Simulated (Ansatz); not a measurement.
## Zone-centre modes in Ta₃Ru₂

Method: Ansatz 0.2.0, DFT PBEsol, scalar-relativistic, plane waves, PAW. Cutoff 420 eV, Γ-centred 12×12×4 k-points, Gaussian smearing of 0.15 eV. Spin–orbit coupling is left out, which can shift energies with elements as heavy as these. No spin polarisation.

Zero of the scan (relaxed at this level; it needn't be the usual structure):

```
Ta Ru
1.0
     3.18895    0.00000    0.00000
     0.00000    3.18895    0.00000
     0.00000    0.00000   15.63590
Ta Ru
6 4
Direct
  0.00000 0.00000 0.89521
  0.00000 0.00000 0.10479
  0.00000 0.00000 0.30475
  0.00000 0.00000 0.50000
  0.00000 0.00000 0.69525
  0.50000 0.50000 0.00000
  0.50000 0.50000 0.20877
  0.50000 0.50000 0.40259
  0.50000 0.50000 0.59741
  0.50000 0.50000 0.79123
```

Harmonic modes by finite displacements of 0.02 Å, without the LO–TO term.

Task: At this geometry, is the structure stable against these modes?

Result: Yes: no mode is imaginary beyond 10 cm⁻¹, and only the three translations lie near zero.

Task: List the wavenumbers in cm⁻¹.

Result: 0, 0, 0, 48, 48, 54, 54, 94, 94, 94, 95, 100, 100, 134, 134, 137, 140, 140, 150, 150, 152, 152, 155, 156, 159, 176, 176, 184, 187, 191.

Cost: 1 run of about 14 core-minutes, on Intel Xeon 6975P-C (Granite Rapids) (shared hosts).